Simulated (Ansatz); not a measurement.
SiGe in space group P-6m2 (No. 187; Ge on 1a, Si on 1f) at seven volumes, DFT-r²SCAN in the program Ansatz with PAW potentials, shape and atoms relaxed at each. One row is withheld.

| V (Å³/atom) | P (GPa) |
|---|---|
| 16.443 | 8.98 |
| 16.985 | 5.38 |
| 17.527 | 2.54 |
| 18.070 | 0.00 |
| 18.612 | -2.16 |
| 19.154 | -3.76 |
| 19.696 | ? |

Q: Fit the shown pressures and predict the withheld one.

A: P = (3/2)B₀(x^(7/2) − x^(5/2))[1 + (3/4)(B′ − 4)(x − 1)] with x = (V₀/V)^(2/3). Least squares on the six rows gives V₀ = 18.068 Å³/atom, B₀ = 75.3 GPa, B′ = 4.97. At V = 19.696, x = 0.9441 and P = -5.25 GPa. The run itself gave -5.22 GPa.

A made-up cell: these elements were put on the sites of a structure type; neither database checked (COD, Materials Project) lists it. Its standing as an ambient phase is unchecked. The cell was relaxed with r²SCAN under the symmetry of its start; whether a distortion lowers the energy is not shown.

Potentials: the earlier of the program's two PAW sets.
